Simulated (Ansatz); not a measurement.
Input file for Ansatz (an electronic-structure program):

Ansatz 0.2 input:
```yaml
crystal:
  lattice:
    - [7.906237691, 0.0, 0.0]
    - [0.0, 4.0114085105, 0.0]
    - [0.0, 0.0, 10.914463178]
  atoms:
    - { symbol: Ge, position: [0.2173583467, 0.25, 0.0707333535] }
    - { symbol: Ge, position: [0.2826416533, 0.75, 0.5707333535] }
    - { symbol: Ge, position: [0.7173583467, 0.25, 0.4292666465] }
    - { symbol: Ge, position: [0.7826416533, 0.75, 0.9292666465] }
    - { symbol: Ge, position: [0.1603081259, 0.25, 0.6811956244] }
    - { symbol: Ge, position: [0.3396918741, 0.75, 0.1811956244] }
    - { symbol: Ge, position: [0.6603081259, 0.25, 0.8188043756] }
    - { symbol: Ge, position: [0.8396918741, 0.75, 0.3188043756] }
    - { symbol: La, position: [0.1391571932, 0.25, 0.366315432] }
    - { symbol: La, position: [0.3608428068, 0.75, 0.866315432] }
    - { symbol: La, position: [0.6391571932, 0.25, 0.133684568] }
    - { symbol: La, position: [0.8608428068, 0.75, 0.633684568] }
    - { symbol: Li, position: [0.4938755097, 0.25, 0.6115804789] }
    - { symbol: Li, position: [0.0061244903, 0.75, 0.1115804789] }
    - { symbol: Li, position: [0.9938755097, 0.25, 0.8884195211] }
    - { symbol: Li, position: [0.5061244903, 0.75, 0.3884195211] }
kpoints:
  mp_grid: { grid: [5, 10, 4] }
hamiltonian:
  xc: r2scan
  pseudopotentials: { kind: paw }
scf:
  occupations: { method: gaussian, width: 0.05 }
checkpoint: { read: metal.run }
output: { bader: true, populations: true }
```

Output (shortened):

```
La: projections on atomic orbitals take those of the free atom [Kr 4d10] 4f0 5s2 5p6 5d1 6s2, of charge +0.00 (hamiltonian.pseudopotentials.projection_atoms) …
Pseudopotentials: kind: paw
Pseudopotential: Ge, paw, valence charge 14
Pseudopotential: La, paw, valence charge 11
Pseudopotential: Li, paw, valence charge 3
Functional definition: r2SCAN
Crystal: 16 atoms, lattice volume = 346.154 Å³
Basis set: ecut = 500 eV, 8813 PW (Γ), exchange–correlation on 240×120×320 points (64 copies of the dense FFT grid, shifted against one another)
Bands: 101, of which v1, the nominal top of the filled ones, is band 84 counted from 1 (83 counted from 0)
Symmetry: 8 space group operations
Space group: Pnma (ITA 62), of the structure as read, at distance tolerance 7.0e-5 Å
k-points: 54 of 200
PAW frozen core: Ge, regenerated for the run's functional
PAW frozen core: La, regenerated for the run's functional
Initial density: read from a saved state, or passed on in memory by an earlier SCF of this step, an earlier step, the calling program or the single point that …
Stability of the state it starts from, as read at its close in the unpolarized treatment …
Initial wavefunctions: pseudopotential atomic-orbital guess
Eigensolver: davidson
Functional: x = r2scan, c = r2scan; τ floored in thin density (d = 2e-4 eV/Å³)
iter 1 solved again at ethr=6.07e-7 eV; its pass at ethr=3.10e-3 eV (dr2=1.02e-3 eV) is discarded
SCF iter   1: F=—  HF=-60315.013478 eV  |F-HF|=—  |Δ(HF+E_count)|=         —  Δρ=7.02e-7  dr2=8.46e-10  dr2_τ=8.87e-11  ethr=6.07e-7  ⟨swp⟩=3.1  Hψ=38048  notcnv=0
all-band conjugate gradients solve this SCF's bands
preconditioner: auto → Kerker (q_TF=auto, 2.419 Å⁻¹)
SCF iter   2: F=—  HF=-60315.013418 eV  |F-HF|=—  |Δ(HF+E_count)|=   6.01e-5  Δρ=4.13e-7  dr2=2.48e-10  dr2_τ=4.14e-11  ethr=1.00e-12  ⟨swp⟩=12.7  Hψ=29427  notcnv=0
SCF iter   3: F=-60315.013418 eV  HF=-60315.013418 eV  |F-HF|=2.18e-10  |Δ(HF+E_count)|=  2.33e-10  Δρ=2.42e-7  dr2=8.12e-11  dr2_τ=1.14e-11  ethr=1.00e-12  ⟨swp⟩=1.0  Hψ=13477  notcnv=0
SCF 1 converged in 3 iterations: F = -60315.013418 eV  dr2 = 8.12e-11
SCF converged after 3 iterations
Free energy (F): -60315.013418 eV
Harris-Foulkes:  -60315.013418 eV  (|F-HF|=2.18e-10)
Internal energy: -60315.008692 eV  (E = F + TS)
E sigma→0 (E₀):  -60315.011055 eV
Entropy (-TS):   -0.004725 eV (-0.295 meV/atom)
Fermi energy:    9.993028 eV
--- Per-component energies (eV) ---
  E_band       = -1605.057964
  E_kinetic    = 1749.046298
  E_local      = -22125.637206  (includes V_loc(G=0)·N_el)
  E_nonlocal   = 3596.664284
  E_hartree    = 9635.841644
  E_xc         = -1129.009849
  E_vxc        = -1251.482883  (∫ρ·V_xc dr)
  E_paw        = -38105.874579  (= ΣΔE_a)
  E_vpaw       = -2911.962514  (= ΣTr[D̂ρ^β])
  E_aug_tail   = -0.000272  (compensation charges beyond the density's cutoff)
  E_vtau       = 66.632307  (kinetic-family band-sum trace: ∫τ·v_τ [+ j·A + Jᵃ·Aᵃ] dr)
  E_ewald      = -13927.626936
  E_core_change = -8.412076  (= ΣΔE_core)
  E_smearing   = -0.004725  (= −TS)
  E_closure    =  0.000000  (closes the sum)
  Σ components = -60315.013418   (vs F -60315.013418, Δ=0.00e0)
  [band-id]    e_kinetic+e_local+e_nonlocal+2·e_hartree+e_vxc+e_vpaw+e_augmentation_tail+e_vtau = -1605.056698   (vs E_band -1605.057964, Δ=1.27e-3)
--- Band table (eV; the first three rows and the last of 54) ---
  k-point 0: bands = ["-37.8492", "-37.8492", "-37.8445", "-37.8445", "-24.0768", "-24.0706", "-24.0558", "-24.0510", "-15.1267", "-15.1266", "-15.1262", "-15.1258", "-15.0493", "-15.0491", "-15.0491", "-15.0477", "-14.9838", "-14.9836", "-14.9832", "-14.9831", "-14.9826", "-14.9803", "-14.9802", "-14.9797", "-14.9320", "-14.9317", "-14.9315", "-14.9297", "-14.9009", "-14.8997", "-14.8993", "-14.8992", "-14.8903", "-14.8890", "-14.8888", "-14.8888", "-14.8861", "-14.8840", "-14.8839", "-14.8831", "-14.8623", "-14.8622", "-14.8619", "-14.8616", "-14.8474", "-14.8467", "-14.8463", "-14.8459", "-7.6921", "-7.6319", "-7.5956", "-7.5600", "-7.4974", "-7.4643", "-7.3348", "-7.3259", "-7.1213", "-7.0946", "-7.0665", "-7.0499", "-1.4876", "-0.8903", "-0.8227", "-0.7976", "3.2309", "3.3518", "3.6403", "3.6625", "5.7623", "6.9940", "7.0912", "7.3205", "7.5813", "7.6033", "7.6636", "7.7234", "7.7492", "7.9358", "8.0847", "9.1451", "9.2195", "9.7111", "9.8922", "9.9508", "10.1962", "10.3212", "10.3479", "10.4436", "10.5849", "11.3402", "11.3664", "11.6466", "11.6707", "11.6791", "11.7043", "11.8852", "11.9196", "11.9838", "12.0199", "12.0805", "12.0960"]
  k-point 1: bands = ["-37.8492", "-37.8492", "-37.8445", "-37.8445", "-24.0761", "-24.0717", "-24.0549", "-24.0515", "-15.1267", "-15.1266", "-15.1261", "-15.1258", "-15.0493", "-15.0493", "-15.0487", "-15.0478", "-14.9838", "-14.9837", "-14.9832", "-14.9831", "-14.9823", "-14.9809", "-14.9798", "-14.9797", "-14.9321", "-14.9316", "-14.9313", "-14.9300", "-14.9008", "-14.8999", "-14.8992", "-14.8991", "-14.8902", "-14.8893", "-14.8888", "-14.8887", "-14.8859", "-14.8846", "-14.8835", "-14.8832", "-14.8622", "-14.8621", "-14.8620", "-14.8617", "-14.8473", "-14.8468", "-14.8461", "-14.8459", "-7.6910", "-7.6514", "-7.5769", "-7.5469", "-7.4950", "-7.4725", "-7.3374", "-7.3320", "-7.1183", "-7.1001", "-7.0625", "-7.0514", "-1.4147", "-0.9903", "-0.8588", "-0.7483", "3.2881", "3.3973", "3.5775", "3.6148", "5.9231", "6.9257", "7.0734", "7.1626", "7.5895", "7.6628", "7.7160", "7.7788", "7.8894", "7.9654", "7.9737", "9.0694", "9.2043", "9.3180", "9.7957", "9.9450", "10.2606", "10.2642", "10.5398", "10.6630", "10.6796", "11.1815", "11.3858", "11.4091", "11.5500", "11.6823", "11.7195", "11.8670", "11.9465", "11.9909", "12.0547", "12.0640", "12.0924"]
  k-point 2: bands = ["-37.8492", "-37.8492", "-37.8445", "-37.8445", "-24.0741", "-24.0741", "-24.0530", "-24.0530", "-15.1266", "-15.1266", "-15.1260", "-15.1260", "-15.0494", "-15.0494", "-15.0482", "-15.0482", "-14.9837", "-14.9837", "-14.9832", "-14.9832", "-14.9817", "-14.9817", "-14.9797", "-14.9797", "-14.9319", "-14.9319", "-14.9306", "-14.9306", "-14.9004", "-14.9004", "-14.8991", "-14.8991", "-14.8898", "-14.8898", "-14.8887", "-14.8887", "-14.8853", "-14.8853", "-14.8833", "-14.8833", "-14.8621", "-14.8621", "-14.8619", "-14.8619", "-14.8471", "-14.8471", "-14.8460", "-14.8460", "-7.6783", "-7.6783", "-7.5468", "-7.5468", "-7.4878", "-7.4878", "-7.3391", "-7.3391", "-7.1102", "-7.1102", "-7.0559", "-7.0559", "-1.2236", "-1.2236", "-0.7892", "-0.7892", "3.4300", "3.4300", "3.5050", "3.5050", "6.3574", "6.3574", "7.2024", "7.2024", "7.6449", "7.6449", "7.7780", "7.7780", "7.8797", "7.8797", "8.4058", "8.4058", "9.2686", "9.2686", "9.7759", "9.7759", "10.3854", "10.3854", "10.6741", "10.6741", "10.8823", "10.8823", "11.3390", "11.3390", "11.4667", "11.4667", "11.8764", "11.8764", "11.9969", "11.9969", "12.0190", "12.0190", "12.1187"]
  k-point 53: bands = ["-37.8466", "-37.8466", "-37.8466", "-37.8466", "-24.0317", "-24.0317", "-24.0304", "-24.0304", "-15.0738", "-15.0738", "-15.0737", "-15.0737", "-15.0724", "-15.0724", "-15.0723", "-15.0723", "-14.9695", "-14.9695", "-14.9694", "-14.9694", "-14.9670", "-14.9670", "-14.9660", "-14.9660", "-14.9500", "-14.9500", "-14.9499", "-14.9499", "-14.9484", "-14.9484", "-14.9484", "-14.9484", "-14.8786", "-14.8786", "-14.8785", "-14.8785", "-14.8765", "-14.8765", "-14.8764", "-14.8764", "-14.8580", "-14.8580", "-14.8577", "-14.8577", "-14.8526", "-14.8526", "-14.8525", "-14.8525", "-7.6281", "-7.6281", "-7.6078", "-7.6078", "-7.4648", "-7.4648", "-7.4476", "-7.4476", "-7.3371", "-7.3371", "-7.3360", "-7.3360", "0.8460", "0.8460", "0.8679", "0.8679", "1.0996", "1.0996", "1.1563", "1.1563", "6.3365", "6.3365", "6.4489", "6.4489", "6.7425", "6.7425", "6.8378", "6.8378", "7.7465", "7.7465", "7.9682", "7.9682", "8.3810", "8.3810", "8.4945", "8.4945", "10.8024", "10.8024", "10.9737", "10.9737", "11.2686", "11.2686", "11.5876", "11.5876", "12.0012", "12.0012", "12.0482", "12.0482", "12.0619", "12.0619", "12.0919", "12.0919", "12.1384"]
  band table: 101 of 101 bands, residual norms ≤ 1.0e-3 eV
--- Löwdin populations: 16 sites ---
  site symbol       q [e]
     0     Ge     14.5308
     1     Ge     14.5308
     2     Ge     14.5308
     3     Ge     14.5308
     4     Ge     14.3702
     5     Ge     14.3702
     6     Ge     14.3702
     7     Ge     14.3702
     8     La     10.6417
     9     La     10.6417
    10     La     10.6417
    11     La     10.6417
    12     Li      2.3499
    13     Li      2.3499
    14     Li      2.3499
    15     Li      2.3499
  spilling = 0.002558 (of n_electrons = 168.000000)
--- Bader charges: 16 sites ---
  site symbol  charge [e]  shift [e]
     0     Ge     -1.2026     0.0003
     1     Ge     -1.2026     0.0003
     2     Ge     -1.2026     0.0003
     3     Ge     -1.2026     0.0003
     4     Ge     -1.0945     0.0003
     5     Ge     -1.0945     0.0003
     6     Ge     -1.0944     0.0003
     7     Ge     -1.0945     0.0003
     8     La      1.4455     0.0000
     9     La      1.4455     0.0000
    10     La      1.4455     0.0000
    11     La      1.4455     0.0000
    12     Li      0.8516     0.0006
    13     Li      0.8516     0.0006
    14     Li      0.8515     0.0006
    15     Li      0.8516     0.0006
  shift: an alarm, by how much a part of what the PAW files miss would move the charge. Where it is large, compare
  with a run on PAW files of another source; a small one proves nothing
  estimated error of the sums over rays = 8.2e-4 e
```

Cost: about 11 core-minutes (a rough figure) on shared cores.

The workflow started from an entry of the Crystallography Open Database (COD, 200 K). Whether it is the stable phase at ambient conditions was not checked. Symmetry was held in the r²SCAN relaxation; whether a distortion lowers the energy is not shown. Spin–orbit coupling is left out wherever it is not named.

Potentials: the later of the program's two PAW sets.

Ansatz is a plane-wave DFT program.
